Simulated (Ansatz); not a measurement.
# Choice of functional: Sn

```
Sn
1.0
    -2.94014    2.94014    1.59930
     2.94014   -2.94014    1.59930
     2.94014    2.94014   -1.59930
Sn
2
Direct
  0.75000 0.25000 0.50000
  0.00000 0.00000 0.00000
```

Atom numbers follow the list: Sn1, Sn2.

The conventional cell has a = 5.880 Å, b = 5.880 Å, c = 3.199 Å, α = 90.00°, β = 90.00°, γ = 90.00°. Sn (atom 1) is surrounded by 6 Sn at 3.05 to 3.20 Å.

The cell is the one relaxed in the Materials Project (mp-84), not relaxed further here; entries there can be hypothetical.

Spin–orbit coupling is left out, though it moves levels of the heavy atoms by tenths of an eV or more.

One fixed cell is solved with several functionals by PAW with the default files in Ansatz 0.2.0, scalar-relativistically. A positive pressure means that the functional wants a larger cell.

The PAW files were made with PBE; their cores are remade for each functional.

Sampling and basis: a Γ-centred 12×12×12 k mesh, Fermi–Dirac smearing of 0.05 eV, cutoff 500 eV, no spin polarisation; the PAW files were made with PBE, and the program remakes their frozen cores for this functional.

Cutoffs: r²SCAN 500 eV, LDA 420 eV, PBEsol 420 eV, PBE 420 eV.

| setting | P (GPa) | lowest level at Γ above −25 eV, from the valence-band top or, without a gap, the Fermi level (eV) |
| --- | --- | --- |
| r²SCAN | -0.16 | -22.39 |
| LDA | -2.91 | -21.50 |
| PBEsol | -1.51 | -21.54 |
| PBE | 1.34 | -21.63 |
